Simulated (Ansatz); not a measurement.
**TiH$_{2}$: moving Ti off its site**

TiH$_{2}$, I4/mmm, a = 3.193 Å, c = 4.267 Å (as given, not relaxed at this level: -5.5 GPa). The structure is a COD entry; whether it is the stable form wasn't checked. Ansatz: PBEsol, PAW, 420 eV, Γ-centred 20×20×20 mesh on 3 atoms, Gaussian smearing 0.15 eV; no spin polarisation.

```xyz
3
Lattice="-1.5965 1.5965 2.1335 1.5965 -1.5965 2.1335 1.5965 1.5965 -2.1335" Properties=species:S:1:pos:R:3 pbc="T T T"
Ti    0.0000    0.0000    0.0000
H     0.0000    1.5965    1.0668
H     1.5965    0.0000    1.0668
```

Atom 1 (Ti) moves by x along the unit vector (0.000, 0.000, 1.000), with its periodic images; all else is held. y is the free energy of the cell over the start, F the force along the path summed over the moved atoms. Symmetry makes y even in x.

```
  x (Å) y (meV) F (eV/Å)
-0.5000        ?         ?
-0.2500    280.1      2.19
 0.0000      0.0      0.00
 0.1250     71.2     -1.13
 0.1875    159.2     -1.68
 0.3125    431.9     -2.66
 0.3750    612.0     -3.09
 0.4375    817.3     -3.47
```

Question: Fit y = c2 x² + c4 x⁴ to the energies of the other rows, give the force constant, and predict energy and force of the missing row.

Answer: Least squares on the rows shown. y = 4582.8 x² − 1635.9 x⁴. The force constant is 2 c2 = 9.17 eV/Å², for the cell as given, at -5.5 GPa (for all images moving together, not for a lone atom). The force −dy/dx at the missing row is 3.76 eV/Å (computed 3.76). At x = -0.5000 the fit asked for gives 1043.5 meV. The run gave 1043.7 meV, so the fit is 0.2 meV too low, a small miss on the scale of the series.